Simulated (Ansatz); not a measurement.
Input file for Ansatz (an electronic-structure program):

Ansatz 0.2 input:
```yaml
crystal:
  lattice:
    - [0.0, 2.5447021612, 2.5447021612]
    - [2.5447021612, 0.0, 2.5447021612]
    - [2.5447021612, 2.5447021612, 0.0]
  atoms:
    - { symbol: Zr, position: [0.0, 0.0, 0.0] }
    - { symbol: O, position: [0.25, 0.25, 0.25] }
    - { symbol: O, position: [0.75, 0.75, 0.75] }
kpoints:
  mp_grid: { grid: [7, 7, 7] }
hamiltonian:
  xc: hse06
  pseudopotentials: { kind: paw }
scf:
  n_extra_bands: 6
  occupations: { method: fixed }
output:
  eigenvalues: true
  eigenstates:
    e_range: [-9.0, 13.8]
    kpoints:
      - [0.0, 0.5, 0.5]  # VBM
      - [0.0, 0.0, 0.0]  # CBM
      - [0.0, 0.0, 0.0]  # GAMMA
      - [0.5, 0.0, 0.5]  # X
      - [0.5, 0.5, 0.5]  # L
      - [0.5, 0.25, 0.75]  # W
      - [0.375, 0.375, 0.75]  # K
      - [0.625, 0.25, 0.625]  # U
```

Output (shortened):

```
Pseudopotential: Zr, paw, valence charge 12
Pseudopotential: O, paw, valence charge 6
Functional definition: HSE06
davidson cushion auto → on  (no smearing: the cushion is to keep the highest requested band from converging to the state above it …
Crystal: 3 atoms, lattice volume = 32.956 Å³
Basis set: ecut = 420 eV, 645 PW (Γ)
Bands: 18, of which v1, the nominal top of the filled ones, is band 12 counted from 1 (11 counted from 0)
Symmetry: 48 space group operations
Space group: Fm-3m (ITA 225), of the structure as read, at distance tolerance 3.2e-5 Å
k-points: 20 of 343
SCF iter   1: F=—  HF=-5323.815433 eV  |F-HF|=—  |Δ(HF+E_count)|=         —  Δρ=2.80e-3  dr2=1.99e-3  ethr=1.77e-3  ⟨swp⟩=6.2  Hψ=1603  notcnv=0
preconditioner: auto → none
SCF iter   2: F=-5323.814755 eV  HF=-5323.815517 eV  |F-HF|=7.62e-4  |Δ(HF+E_count)|=   8.46e-5  Δρ=1.91e-3  dr2=9.68e-4  ethr=8.28e-6  ⟨swp⟩=4.0  Hψ=1173  notcnv=0  defer=2
SCF 1 stopped early in 2 iterations: F = -5323.814755 eV  dr2 = 9.68e-4
Crystal: 3 atoms, lattice volume = 32.956 Å³
Exchange kernel: α = 0.2500, screened, ω = 0.2079 Å⁻¹, Wigner–Seitz truncation, v(0) = 1046.7899 eV·Å³, q-mesh 7×7×7, nearest image of the exchange supercell L …
Frozen-core exchange: fock
SCF iter   1: F=—  HF=-5326.033568 eV  |F-HF|=—  |Δ(HF+E_count)|=         —  Δρ=1.42e-2  dr2=1.06e-1  ethr=4.04e-5  ⟨swp⟩=4.6  Hψ=1421  notcnv=0
preconditioner: auto → none
SCF iter   2: F=—  HF=-5326.004429 eV  |F-HF|=—  |Δ(HF+E_count)|=   2.91e-2  Δρ=1.15e-2  dr2=3.19e-2  ethr=4.04e-5  ⟨swp⟩=4.0  Hψ=1311  notcnv=0
SCF iter   3: F=—  HF=-5325.997750 eV  |F-HF|=—  |Δ(HF+E_count)|=   6.68e-3  Δρ=2.84e-3  dr2=3.60e-3  ethr=4.04e-5  ⟨swp⟩=3.0  Hψ=1051  notcnv=0
SCF iter   4: F=—  HF=-5326.009461 eV  |F-HF|=—  |Δ(HF+E_count)|=   1.17e-2  Δρ=1.91e-3  dr2=1.52e-3  ethr=6.94e-6  ⟨swp⟩=3.0  Hψ=1042  notcnv=0
iter 5 solved again at ethr=1.74e-7 eV; its pass at ethr=5.89e-6 eV (dr2=4.18e-5 eV) is discarded
SCF iter   5: F=—  HF=-5326.009014 eV  |F-HF|=—  |Δ(HF+E_count)|=   4.47e-4  Δρ=4.49e-4  dr2=5.07e-5  ethr=1.74e-7  ⟨swp⟩=2.9  Hψ=1713  notcnv=0
SCF iter   6: F=-5326.009089 eV  HF=-5326.009089 eV  |F-HF|=7.46e-7  |Δ(HF+E_count)|=   7.49e-5  Δρ=1.28e-4  dr2=3.60e-6  ethr=1.73e-7  ⟨swp⟩=3.0  Hψ=1063  notcnv=0
SCF 2 stopped early in 6 iterations: F = -5326.009089 eV  dr2 = 3.60e-6
hybrid outer 1: dexx = +1.332e-2 eV, tail = 2.00e-5 eV
Crystal: 3 atoms, lattice volume = 32.956 Å³
Exchange kernel: α = 0.2500, screened, ω = 0.2079 Å⁻¹, Wigner–Seitz truncation, v(0) = 1046.7899 eV·Å³, q-mesh 7×7×7, nearest image of the exchange supercell L …
Frozen-core exchange: fock
SCF iter   1: F=—  HF=-5326.008998 eV  |F-HF|=—  |Δ(HF+E_count)|=         —  Δρ=6.36e-5  dr2=7.62e-7  ethr=4.16e-7  ⟨swp⟩=3.0  Hψ=820  notcnv=0
preconditioner: auto → none
iter 2 solved again at ethr=1.77e-10 eV; its pass at ethr=2.83e-9 eV (dr2=4.24e-8 eV) is discarded
SCF iter   2: F=-5326.008998 eV  HF=-5326.008998 eV  |F-HF|=9.45e-9  |Δ(HF+E_count)|=   2.25e-7  Δρ=1.91e-5  dr2=7.00e-8  ethr=1.77e-10  ⟨swp⟩=2.1  Hψ=1956  notcnv=0
SCF 3 converged in 2 iterations: F = -5326.008998 eV  dr2 = 7.00e-8
hybrid outer 2: dexx = +2.687e-7 eV, tail = 1.55e-7 eV, Δε = 1.71e-3 eV (about 1.75e-4 eV left of the loop's levels)
NSCF: frozen V_eff on 8 k-points
hybrid SCF converged: 2 outer / 8 inner (+2 warm-up), last move |dexx| = 2.69e-7 eV, tail = 1.55e-7 eV
Stability not checked (fock_operator)
Free energy (F): -5326.008998 eV
Frozen-core exchange: fock
Harris-Foulkes:  -5326.008998 eV  (|F-HF|=9.45e-9)
Internal energy: -5326.008998 eV  (E = F + TS)
E sigma→0 (E₀):  -5326.008998 eV
Fermi energy:    11.063318 eV
--- Per-component energies (eV) ---
  E_band       = -108.194145
  E_kinetic    = 689.073641
  E_local      = -1135.810072  (includes V_loc(G=0)·N_el)
  E_nonlocal   = 167.372231
  E_hartree    = 375.428052
  E_xc         = -250.270247
  E_vxc        = -304.671946  (∫ρ·V_xc dr)
  E_exx        = -70.931431  (= α·E_x^exact, valence–valence)
  E_paw        = -3261.714722  (= ΣΔE_a)
  E_vpaw       = -133.149593  (= ΣTr[D̂ρ^β])
  E_aug_tail   = 0.004984  (compensation charges beyond the density's cutoff)
  E_ewald      = -1838.714016
  E_core_change = -0.447419  (= ΣΔE_core)
  E_smearing   =  0.000000  (= −TS)
  E_closure    = 0.000000  (closes the sum)
  Σ components = -5326.008998   (vs F -5326.008998, Δ=0.00e0)
  [band-id]    e_kinetic+e_local+e_nonlocal+2·e_hartree+e_vxc+2·e_exx+e_vpaw+e_augmentation_tail = -108.187513   (vs E_band -108.194145, Δ=6.63e-3)
--- Band table (eV; the first three rows and the last of 20) ---
  k-point 0: bands = ["-39.7726", "-16.1689", "-16.1689", "-16.1689", "-8.7471", "-6.0322", "5.5029", "5.5029", "5.5029", "10.5687", "10.5687", "10.5687", "16.1376", "16.1376", "19.2752", "22.4830", "22.4830", "22.4830"]
  k-point 1: bands = ["-39.7628", "-16.3430", "-16.1849", "-16.1849", "-8.4341", "-6.2389", "5.7140", "5.7140", "6.0838", "10.0782", "10.2280", "10.2280", "16.4897", "16.4897", "19.8448", "21.7792", "22.1536", "22.1536"]
  k-point 2: bands = ["-39.7406", "-16.6972", "-16.2209", "-16.2209", "-7.8667", "-6.5161", "6.2006", "6.2006", "7.3462", "9.1615", "9.6581", "9.6581", "16.9112", "16.9112", "19.3395", "21.6490", "21.6490", "22.2504"]
  k-point 19: bands = ["-39.7039", "-16.7841", "-16.6810", "-16.3584", "-6.9622", "-6.7369", "5.8301", "6.5347", "8.3132", "8.5688", "9.8378", "10.7712", "17.0240", "17.5508", "19.1306", "19.3407", "20.4286", "24.9759"]
```

Cost: roughly 2.1 core-minutes on shared cores.

The points marked VBM and CBM come from a semilocal run.

This is a known high-temperature phase of the composition, computed here at zero pressure and temperature. Symmetry was held in the r²SCAN relaxation; whether a distortion lowers the energy is not shown. No spin polarisation was allowed. Scalar-relativistic: spin–orbit coupling is off unless named, which matters more the heavier the elements.

Potentials: the later of the program's two PAW sets.

Ansatz is a plane-wave DFT program.
